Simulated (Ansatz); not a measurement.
A relaxation computed with Ansatz, from input to last step.

```yaml
crystal:
  lattice:
    - [2.1034800504, 1.2144447733, 9.8714625907]
    - [-2.1034800504, 1.2144447733, 9.8714625907]
    - [0.0, -2.4288895466, 9.8714625907]
  atoms:
    - { symbol: Ge, position: [0.597823, 0.597823, 0.597823] }
    - { symbol: Sb, position: [0.3977, 0.3977, 0.3977] }
    - { symbol: Te, position: [0.99836, 0.99836, 0.99836] }
    - { symbol: Te, position: [0.792575, 0.792575, 0.792575] }
    - { symbol: Te, position: [0.213543, 0.213543, 0.213543] }
basis:
  ecutwfc: 420
kpoints:
  mp_grid: { grid: [12, 12, 12] }
hamiltonian:
  xc: pbe
  dispersion: d3bj
scf:
  occupations: { method: gaussian, width: 0.1 }
output:
  forces: true
  stress: true
  eigenvalues: true
relax:
  adjacent_minimum: "off"
  f_tol: 0.02
  max_steps: 70
  cell: { stress_tol: 0.1 }
```

```bash
ansatz run input.yaml --threads 2 --pin off --max-ram 5120MiB --backend cpu --events-out ev --progress --plain --runs-dir out
```

All numbers below come from DFT PBE+D3(BJ), scalar-relativistic, plane waves, PAW in Ansatz.

Of 6 frames 6 are shown, positions in Å and forces in eV/Å; the SCF threshold varies from step to step. Steps run on the plane waves of an earlier cell, with a Pulay correction in the pressure. The basis is chosen afresh for the last frame, the zero of the energies, and can be on the way; energy and pressure step there, also at an unchanged geometry.

```xyz
5
Lattice="2.1035 1.2144 9.8715 -2.1035 1.2144 9.8715 0.0000 -2.4289 9.8715" Properties=species:S:1:pos:R:3:forces:R:3 pbc="T T T" step=1 free_energy_over_end_meV_per_atom=11.88 pressure_GPa=-1.92
Ge    0.0000    0.0000   17.7042    0.0000    0.0000   -0.0140
Sb    0.0000    0.0000   11.7776    0.0000    0.0000    0.0100
Te    0.0000    0.0000   29.5658    0.0000    0.0000    0.0610
Te    0.0000    0.0000   23.4716    0.0000    0.0000   -0.1550
Te    0.0000    0.0000    6.3239    0.0000    0.0000    0.1000
5
Lattice="2.0438 1.1800 9.8484 -2.0438 1.1800 9.8484 0.0000 -2.3600 9.8484" Properties=species:S:1:pos:R:3:forces:R:3 pbc="T T T" step=2 free_energy_over_end_meV_per_atom=2.90 pressure_GPa=0.96
Ge    0.0000    0.0000   17.6848    0.0000    0.0000    0.0110
Sb    0.0000    0.0000   11.7346    0.0000    0.0000    0.0000
Te    0.0000    0.0000   29.5159    0.0000    0.0000   -0.2760
Te    0.0000    0.0000   23.3917    0.0000    0.0000    0.1810
Te    0.0000    0.0000    6.3088    0.0000    0.0000    0.0840
5
Lattice="2.0451 1.1807 9.9409 -2.0451 1.1807 9.9409 0.0000 -2.3615 9.9409" Properties=species:S:1:pos:R:3:forces:R:3 pbc="T T T" step=3 free_energy_over_end_meV_per_atom=0.14 pressure_GPa=0.09
Ge    0.0000    0.0000   17.8492    0.0000    0.0000    0.0830
Sb    0.0000    0.0000   11.8414    0.0000    0.0000    0.0490
Te    0.0000    0.0000   29.7484    0.0000    0.0000    0.0120
Te    0.0000    0.0000   23.6352    0.0000    0.0000   -0.0990
Te    0.0000    0.0000    6.3939    0.0000    0.0000   -0.0450
5
Lattice="2.0461 1.1813 9.9741 -2.0461 1.1813 9.9741 0.0000 -2.3626 9.9741" Properties=species:S:1:pos:R:3:forces:R:3 pbc="T T T" step=4 free_energy_over_end_meV_per_atom=-0.12 pressure_GPa=-0.11
Ge    0.0000    0.0000   17.9257    0.0000    0.0000   -0.0490
Sb    0.0000    0.0000   11.8784    0.0000    0.0000    0.0330
Te    0.0000    0.0000   29.8526    0.0000    0.0000   -0.0090
Te    0.0000    0.0000   23.6969    0.0000    0.0000   -0.0430
Te    0.0000    0.0000    6.4130    0.0000    0.0000    0.0680
5
Lattice="2.0416 1.1787 10.0048 -2.0416 1.1787 10.0048 0.0000 -2.3574 10.0048" Properties=species:S:1:pos:R:3:forces:R:3 pbc="T T T" step=5 free_energy_over_end_meV_per_atom=-0.23 pressure_GPa=0.06
Ge    0.0000    0.0000   17.9825    0.0000    0.0000   -0.0060
Sb    0.0000    0.0000   11.9119    0.0000    0.0000   -0.0010
Te    0.0000    0.0000   29.9436    0.0000    0.0000    0.0050
Te    0.0000    0.0000   23.7587    0.0000    0.0000    0.0000
Te    0.0000    0.0000    6.4469    0.0000    0.0000    0.0020
5
Lattice="2.0416 1.1787 10.0048 -2.0416 1.1787 10.0048 0.0000 -2.3574 10.0048" Properties=species:S:1:pos:R:3:forces:R:3 pbc="T T T" step=6 free_energy_over_end_meV_per_atom=0.00 pressure_GPa=0.06
Ge    0.0000    0.0000   17.9825    0.0000    0.0000   -0.0050
Sb    0.0000    0.0000   11.9119    0.0000    0.0000   -0.0010
Te    0.0000    0.0000   29.9436    0.0000    0.0000    0.0050
Te    0.0000    0.0000   23.7587    0.0000    0.0000    0.0000
Te    0.0000    0.0000    6.4469    0.0000    0.0000    0.0010
```

It took 6.2 min on 2 threads of Arm Neoverse V2 (shared host), peak memory 1.1 GiB.

 An atom lies near a switch of its D3 coefficient C6 between reference coordination numbers, so the dispersion energy changes steeply there and can make or shift the minimum.